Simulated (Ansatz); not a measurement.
CoSi$_{2}$ (fluorite type, space group Fm-3m)

```
CELL_PARAMETERS angstrom
      0.00000     2.65746     2.65746
      2.65746     0.00000     2.65746
      2.65746     2.65746     0.00000
ATOMIC_POSITIONS crystal
  Co 0.00000 0.00000 0.00000
  Si 0.25000 0.25000 0.25000
  Si 0.75000 0.75000 0.75000
```

Equation-of-state scan: isotropic scaling of the cell above, V₀ being its volume. Symmetry pins the atoms to their sites.

Level of theory: r2SCAN (plane waves to 500 eV, PAW, scalar-relativistic; Ansatz, a first-principles code). k mesh 15×15×15 (Γ-centred), Fermi-Dirac smearing 0.05 eV. Stress and pressure are positive under compression. CoSi2 is run without spin polarisation. CoSi2 was relaxed with its symmetry unable to fall.

At one point of the scan the stress tensor (GPa) is:

```
  -13.1      0.0      0.0
    0.0    -13.1      0.0
    0.0      0.0    -13.1
```

**Question.** Which point is it?
(A) V/V₀ = 1.017
(B) V/V₀ = 1.100
(C) V/V₀ = 1.083
(D) V/V₀ = 1.050

**Answer.** C, V/V₀ = 1.083

(A scan under strain: stresses follow from slopes of the energy per volume, elastic moduli from its curvatures.)
